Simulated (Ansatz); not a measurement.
Ca (fcc, Cu type)

```
CELL_PARAMETERS angstrom
      0.00000     2.78428     2.78428
      2.78428     0.00000     2.78428
      2.78428     2.78428     0.00000
ATOMIC_POSITIONS crystal
  Ca 0.00000 0.00000 0.00000
```

The slice is a {110} plane (indices of the conventional cell) through the point (0.000, 0.000, 0.000) (fractional), spanned by u = [100] and v = [1 -1 -1] in vectors of this cell: u (3.94 Å) and v (5.57 Å, at 90° to u). It covers one period; positions are fractions (u, v).

Computed with r2SCAN (plane waves to 500 eV, PAW, scalar-relativistic; Ansatz, a quantum-chemistry and plane-wave program). k mesh 14×14×14. Near the nuclei the fields are pseudised (PAW); where an atom keeps semicore shells as valence, they peak there. Ca was relaxed with its symmetry unable to fall. The PAW data are Ansatz's earlier set.

Three fields on this plane, each scaled to ten steps between its own extremes (0 low, 9 high; the total valence density on a logarithmic scale, the potential cut 8 eV below its top; x marks points blanked near nuclei; v = 0 in the bottom row):

Map A
```
|xxxxxx002466664200xxxxx|
|xxxxxx003566665300xxxxx|
|xxxxx00145677654100xxxx|
|xxxxx00346677664300xxxx|
|xxx000245677776542000xx|
|00000245677777765420000|
|00123456677887766543210|
|33345566777887776655433|
|55566677777887777766655|
|77777777777777777777777|
|88888887777777777888888|
|88888888777777778888888|
|99998888777777778888999|
|99999887777667777889999|
|99999887776666777889999|
|99999887776666777889999|
|99999887776666777889999|
|99999887777667777889999|
|99998888777777778888999|
|88888888777777778888888|
|88888887777777777888888|
|77777777777777777777777|
|55566677777887777766655|
|33345566777887776655433|
|00123456677887766543210|
|00000245677777765420000|
|xxx000245677776542000xx|
|xxxxx00346677664300xxxx|
|xxxxx00145677654100xxxx|
|xxxxxx003566665300xxxxx|
|xxxxxx002466664200xxxxx|
|xxxxxx002456654200xxxxx|
```

Map B
```
|xxxxxx300025520003xxxxx|
|xxxxxx200135531002xxxxx|
|xxxxx51001455410015xxxx|
|xxxxx20002566520002xxxx|
|xxx520001467764100015xx|
|43210001357777531000023|
|00000013567777653100000|
|00001235677887765311000|
|11123466777777776643211|
|45556777777777777776555|
|77888888777777778888887|
|99999888776666778889999|
|99999988766666678899999|
|99999987766556677899999|
|99999987765555677899999|
|99999987765555677899999|
|99999987765555677899999|
|99999987766556677899999|
|99999988766666678899999|
|99999888776666778889999|
|77888888777777778888887|
|45556777777777777776555|
|11123466777777776643211|
|00001135677887765321000|
|00000013567777653100000|
|43200001357777531000123|
|xxx510001467764100025xx|
|xxxxx20002566520002xxxx|
|xxxxx51001455410015xxxx|
|xxxxxx200135531002xxxxx|
|xxxxxx300025520003xxxxx|
|xxxxxx400024420004xxxxx|
```

Map C
```
|xxxxxx841000000148xxxxx|
|xxxxxx731000000137xxxxx|
|xxxxx95200000000259xxxx|
|xxxxx63100000000136xxxx|
|xxx964100000000001469xx|
|88753100000000000013578|
|44321000000000000001234|
|11100000000000000000011|
|00000000000000000000000|
|00000000000000000000000|
|00000000000000000000000|
|00000000000000000000000|
|00000000000000000000000|
|00000000000000000000000|
|00000000000000000000000|
|00000000000000000000000|
|00000000000000000000000|
|00000000000000000000000|
|00000000000000000000000|
|00000000000000000000000|
|00000000000000000000000|
|00000000000000000000000|
|00000000000000000000000|
|11100000000000000000011|
|44321000000000000001234|
|88753100000000000013578|
|xxx964100000000001469xx|
|xxxxx63100000000136xxxx|
|xxxxx95200000000259xxxx|
|xxxxxx731000000137xxxxx|
|xxxxxx841000000148xxxxx|
|xxxxxx941000000149xxxxx|
```

**Question.** Assign the maps to these fields: electron localisation function (ELF); valence electron density; electrostatic potential energy of an electron, from the cell's mean.

**Answer.** A is the electrostatic potential energy of an electron, from the cell's mean; B is the electron localisation function (ELF); C is the valence electron density.
